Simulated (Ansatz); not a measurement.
Is this SiGe3 structure stable?

The cell was found from a structure generator's guess, not taken from experiment.

These are results of Ansatz 0.2.0, DFT PBE, scalar-relativistic, plane waves, PAW, not measurements. Cutoff 420 eV, Γ-centred 10×10×6 mesh (4-atom cell), Gaussian smearing of 0.01 eV, no spin polarisation.

```yaml
crystal:
  lattice:
    - [4.01263, 0.00000, 0.00000]
    - [0.00000, 4.01263, 0.00000]
    - [0.00000, 0.00000, 5.67978]
  atoms:
    - { symbol: Si, position: [0.50000, 0.50000, 0.50000] }
    - { symbol: Ge, position: [0.00000, 0.00000, 0.00000] }
    - { symbol: Ge, position: [0.50000, 0.00000, 0.74354] }
    - { symbol: Ge, position: [0.00000, 0.50000, 0.25646] }
```

Formation energies are uncorrected and refer to the elements' standard structures at the same level.

Q: These tests were run: energy against the elements; random kick, then relaxation without symmetry; phonons on a 2×2×1 q mesh. What do they show?

A:

```csv
test,result
energy against the elements,+0.014 eV/atom
"random kick, then relaxation without symmetry",returns
phonons on a 2×2×1 q mesh,no imaginary mode on the mesh
```

It fails none of these tests outright. Other phases of the system weren't compared here, so this isn't yet thermodynamic stability. Undecided within the accuracy: energy against the elements.

The kick test ran on a coarse mesh. The run for the phonons used a 10×10×6 k mesh.
